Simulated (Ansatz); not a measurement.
GaN:
```xyz
4
Lattice="3.1829 0.0000 0.0000 -1.5914 2.7564 0.0000 0.0000 0.0000 5.1854" Properties=species:S:1:pos:R:3 pbc="T T T"
Ga     1.5914     0.9188     2.5885
Ga     0.0000     1.8376     5.1812
N      1.5914     0.9188     4.5415
N      0.0000     1.8376     1.9488
```

Relaxed with PBEsol in the plane-wave PAW code Ansatz. Indices refer to the conventional cell of P6_3mc, a = 3.1829 Å, b = 3.1829 Å, c = 5.1854 Å, α = 90.00°, β = 90.00°, γ = 120.00°.

**Question.** Simulate the powder diffraction pattern (Cu Kα, λ = 1.54184 Å; lines above 1 %) up to 2θ = 90°.

**Answer.** Simulated powder pattern, Cu Kα, λ = 1.54184 Å (kinematic, ideal powder, no thermal factors, no anomalous dispersion; the 30 strongest lines at most, above 1 %, up to 2θ = 90°):

```tsv
2θ (°)	d (Å)	I/Imax (%)	hkl
32.48	2.756	43	(1 0 -1 0)
34.60	2.593	36	(0002)
36.93	2.434	100	(1 0 -1 1)
48.18	1.889	21	(1 0 -1 2)
57.95	1.591	30	(1 1 -2 0)
63.53	1.464	31	(1 0 -1 3)
68.02	1.378	4.4	(2 0 -2 0)
69.28	1.356	26	(1 1 -2 2)
70.73	1.332	15	(2 0 -2 1)
72.98	1.296	2.7	(0004)
78.61	1.217	4.5	(2 0 -2 2)
82.17	1.173	3.0	(1 0 -1 4)
```

Symmetry was held in the PBEsol relaxation.

Potentials: the earlier of the program's two PAW sets.
